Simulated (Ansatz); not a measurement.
Method: DFT PBE, scalar-relativistic, plane waves, PAW in Ansatz 0.2.0. All cells share a 420 eV cutoff and Γ-centred k meshes spaced at most about 0.3 Å⁻¹ (about 0.25 or finer for metals, 2π included). No spin polarisation in the final relaxations.

Temperature and zero-point effects are left out. All come from trial cells, and lower structures may exist.

**Question.** These unrelaxed guesses for Sr₃Ta₂O are each relaxed within their symmetry. Order them by the energy at which they end, lowest first.
A.

Space group P4mm (No. 99). a = 3.763 Å, b = 3.763 Å, c = 8.189 Å, α = 90.00°, β = 90.00°, γ = 90.00°
```tsv
atom	site	symmetry	x	y	z
Sr	2c	2mm.	0.5000	0.0000	0.9983
Sr	1a	4mm	0.0000	0.0000	0.3793
Ta	1b	4mm	0.5000	0.5000	0.2666
Ta	1a	4mm	0.0000	0.0000	0.7339
O	1b	4mm	0.5000	0.5000	0.6236
```

B.

Space group P-6m2 (No. 187). a = 4.300 Å, b = 4.300 Å, c = 9.033 Å, α = 90.00°, β = 90.00°, γ = 120.00°
```json
{"atom": "Sr", "site": "1b", "symmetry": "-6m2", "x": "0.0000", "y": "0.0000", "z": "0.5000"}
{"atom": "Sr", "site": "1c", "symmetry": "-6m2", "x": "0.3333", "y": "0.6667", "z": "0.0000"}
{"atom": "Sr", "site": "1d", "symmetry": "-6m2", "x": "0.3333", "y": "0.6667", "z": "0.5000"}
{"atom": "Ta", "site": "2i", "symmetry": "3m.", "x": "0.6667", "y": "0.3333", "z": "0.2479"}
{"atom": "O", "site": "1a", "symmetry": "-6m2", "x": "0.0000", "y": "0.0000", "z": "0.0000"}
```

C.

Space group P6/mmm (No. 191). a = 5.823 Å, b = 5.823 Å, c = 5.526 Å, α = 90.00°, β = 90.00°, γ = 120.00°
```
atom  site  symmetry       x       y       z
  Sr    3f       mmm  0.5000  0.0000  0.0000
  Ta    2e       6mm  0.0000  0.0000  0.7915
   O    1b     6/mmm  0.0000  0.0000  0.5000
```

**Answer.** A (ends in P4mm, 0 meV/atom), C (ends in P6/mmm, 0.33 eV/atom), B (ends in P-6m2, 0.69 eV/atom). Even the lowest end lies +0.17 eV/atom against the elements.

Spin–orbit coupling, which can matter for Ta, is left out. A magnetic state wasn't ruled out in cells without spin, among them P6/mmm, P-6m2. Cells relaxed within their symmetry can be saddle points. Some types were kept out of the candidates beforehand, so the set may lack a known form.
